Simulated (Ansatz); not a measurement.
Sn, DFT, LDA, PAW with Ansatz's default frozen-core files, scalar-relativistic (Ansatz 0.2.0), run on 1 thread of Arm Neoverse V2 on a shared host.

The cell is COD entry 1534488, as deposited and not checked against the literature; nothing was relaxed. The listed cell was then made from it by scaling, straining or moving an atom.

Command: `ansatz run input.yaml --threads 1 --pin off --max-ram 3072MiB --backend cpu --events-out ev --progress --plain --runs-dir out`

```yaml
crystal:
  lattice:
    - [-2.8962799473, 2.8962799473, 1.579974175]
    - [2.8962799473, -2.8962799473, 1.579974175]
    - [2.8962799473, 2.8962799473, -1.579974175]
  atoms:
    - { symbol: Sn, position: [0.0, 0.0, 0.0] }
    - { symbol: Sn, position: [0.75, 0.25, 0.5] }
kpoints:
  mp_grid: { grid: [15, 15, 15] }
scf:
  occupations: { method: fermi_dirac, width: 0.05 }
hamiltonian:
  xc: lda
  pseudopotentials: { kind: paw }
output:
  forces: true
  stress: true
  eigenvalues: true
  efg: { contact_densities: true }
```

**Question.** How large is the problem that the program sets up?

**Answer.** 288 irreducible k-points, 1045 plane waves at Γ, 18 bands.

**Question.** Estimate the wall time and the peak memory.

**Answer.** 14 s of wall time for 7 SCF iterations, with a peak of 0.49 GiB. Times on shared machines scatter by tens of per cent.

**Question.** And the same cell and mesh by all-electron PAW (datasets made for this crystal), asked for forces, stress, eigenvalues, efg, on the same hardware?

**Answer.** 30 s, peak memory 0.73 GiB.

**Question.** And the same cell and mesh by LAPW (all electrons), asked for forces, stress, eigenvalues, on the same hardware?

**Answer.** 79 s, peak memory 0.85 GiB.
